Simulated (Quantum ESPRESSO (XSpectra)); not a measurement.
Ge K-edge X-ray absorption spectrum (XANES) of Ge (P4₃2₁2)

```cif
data_Ge12
_chemical_formula_sum 'Ge12'
_space_group_name_H-M_alt 'P 1'
_space_group_IT_number 1
_cell_length_a 5.93721
_cell_length_b 5.93721
_cell_length_c 7.08065
_cell_angle_alpha 90.000
_cell_angle_beta 90.000
_cell_angle_gamma 90.000
loop_
_space_group_symop_operation_xyz
  'x, y, z'
loop_
_atom_site_label
_atom_site_type_symbol
_atom_site_fract_x
_atom_site_fract_y
_atom_site_fract_z
_atom_site_occupancy
Ge1 Ge 0.08560 0.08560 0.00000 1
Ge2 Ge 0.41440 0.58560 0.75000 1
Ge3 Ge 0.91440 0.91440 0.50000 1
Ge4 Ge 0.58560 0.41440 0.25000 1
Ge5 Ge 0.16944 0.37210 0.24544 1
Ge6 Ge 0.12790 0.66944 0.99544 1
Ge7 Ge 0.83056 0.62790 0.74544 1
Ge8 Ge 0.87210 0.33056 0.49544 1
Ge9 Ge 0.66944 0.12790 0.00456 1
Ge10 Ge 0.62790 0.83056 0.25456 1
Ge11 Ge 0.33056 0.87210 0.50456 1
Ge12 Ge 0.37210 0.16944 0.75456 1
```

Geometry: Materials Project entry mp-137 (a computed structure). The cell is the entry's, not relaxed again.

Absorber: atom 5, Ge on Wyckoff site b (site symmetry 1), with 2 Ge at 2.48 Å, 2 Ge at 2.51 Å.

Method: LDA, full core hole, dipole K-edge X-ray absorption, plane waves, Troullier-Martins potentials made with ld1.x, scalar-relativistic, no spin, constant broadening (Quantum ESPRESSO (XSpectra)).

24-atom cell (absorber images 7.1 Å apart), 35 Ry, k meshes 2×2×2 (SCF) and 3×2×2 (spectrum), Lorentzian half width 1.5 eV. The ground-state test found a gap, so occupations are fixed and the excited electron is left out (charged cell on a uniform background); energies count from the highest occupied level. Field directions run: x; y; z, weighted by the site's symmetry in the crystal. Intensities are scaled to a mean of 1 over 0–35 eV.

```
E (eV) | intensity (scaled)
     -5.0 | ## 0.11
     -4.5 | ## 0.12
     -4.0 | ### 0.13
     -3.5 | ### 0.15
     -3.0 | ### 0.17
     -2.5 | #### 0.20
     -2.0 | ##### 0.23
     -1.5 | ###### 0.28
     -1.0 | ####### 0.35
     -0.5 | ######### 0.43
      0.0 | ########### 0.56
      0.5 | ############### 0.72
      1.0 | ################## 0.91
      1.5 | ###################### 1.10
      2.0 | ########################## 1.27
      2.5 | ############################ 1.39
      3.0 | ############################## 1.47
      3.5 | ############################## 1.49
      4.0 | ############################## 1.49
      4.5 | ############################## 1.49
      5.0 | ############################## 1.48
      5.5 | ############################# 1.46
      6.0 | ############################ 1.41
      6.5 | ########################### 1.35
      7.0 | ########################## 1.30
      7.5 | ######################### 1.24
      8.0 | ######################## 1.19
      8.5 | ####################### 1.15
      9.0 | ###################### 1.11
      9.5 | ###################### 1.09
     10.0 | ###################### 1.08
     10.5 | ###################### 1.08
     11.0 | ###################### 1.10
     11.5 | ###################### 1.12
     12.0 | ####################### 1.14
     12.5 | ####################### 1.14
     13.0 | ####################### 1.13
     13.5 | ###################### 1.11
     14.0 | ###################### 1.08
     14.5 | ##################### 1.05
     15.0 | ##################### 1.03
     15.5 | #################### 1.01
     16.0 | #################### 0.98
     16.5 | ################### 0.94
     17.0 | ################## 0.90
     17.5 | ################## 0.87
     18.0 | ################# 0.85
     18.5 | ################# 0.85
     19.0 | ################# 0.85
     19.5 | ################# 0.85
     20.0 | ################# 0.86
     20.5 | ################# 0.87
     21.0 | ################## 0.88
     21.5 | ################## 0.88
     22.0 | ################## 0.89
     22.5 | ################## 0.89
     23.0 | ################## 0.89
     23.5 | ################## 0.88
     24.0 | ################# 0.86
     24.5 | ################# 0.85
     25.0 | ################# 0.83
     25.5 | ################# 0.82
     26.0 | ################ 0.82
     26.5 | ################ 0.81
     27.0 | ################ 0.81
     27.5 | ################ 0.82
     28.0 | ################# 0.83
     28.5 | ################# 0.84
     29.0 | ################# 0.86
     29.5 | ################# 0.86
     30.0 | ################# 0.85
     30.5 | ################# 0.83
     31.0 | ################ 0.81
     31.5 | ################ 0.79
     32.0 | ################ 0.77
     32.5 | ################ 0.77
     33.0 | ################ 0.77
     33.5 | ################ 0.78
     34.0 | ################ 0.78
     34.5 | ################ 0.79
```

The absolute edge energy is not computed.
